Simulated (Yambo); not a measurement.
Rb2SiF6 (space group Fm-3m, No. 225), G0W0@LDA in Yambo; all else as in the reference (2×2×2 Γ-centred k mesh, 215 bands and a 7 Ry block in the screening, 215 bands in G with the Bruneval-Gonze terminator, plasmon pole fitted at 27.2 eV). One parameter is varied: the cutoff of the wavefunctions in Yambo, over 10, 20, 30, 50, 84 Ry.

Q: From which value on does the gap Γ → Γ stay within 0.05 eV of the largest setting?

A: From 30 Ry on.
```json
[
 {"cutoff of the wavefunctions in Yambo (Ry)": "10", "G0W0 gap (eV)": "10.84", "valence shift (eV)": "-1.83"},
 {"cutoff of the wavefunctions in Yambo (Ry)": "20", "G0W0 gap (eV)": "11.55", "valence shift (eV)": "-2.59"},
 {"cutoff of the wavefunctions in Yambo (Ry)": "30", "G0W0 gap (eV)": "11.64", "valence shift (eV)": "-2.75"},
 {"cutoff of the wavefunctions in Yambo (Ry)": "50", "G0W0 gap (eV)": "11.66", "valence shift (eV)": "-2.79"},
 {"cutoff of the wavefunctions in Yambo (Ry)": "84", "G0W0 gap (eV)": "11.67", "valence shift (eV)": "-2.79"}
]
```
The last step of the sweep still moves the gap by 3 meV; the other settings are held fixed.

Geometry of the Materials Project entry, not relaxed at this level; primitive cell a = 5.907 Å, b = 5.907 Å, c = 5.907 Å, α = 60.00°, β = 60.00°, γ = 60.00°.

The structure is a Materials Project entry; no match was found in the copy of COD used, and its stability was not checked.

A shift is the quasiparticle energy of the state minus its LDA energy.
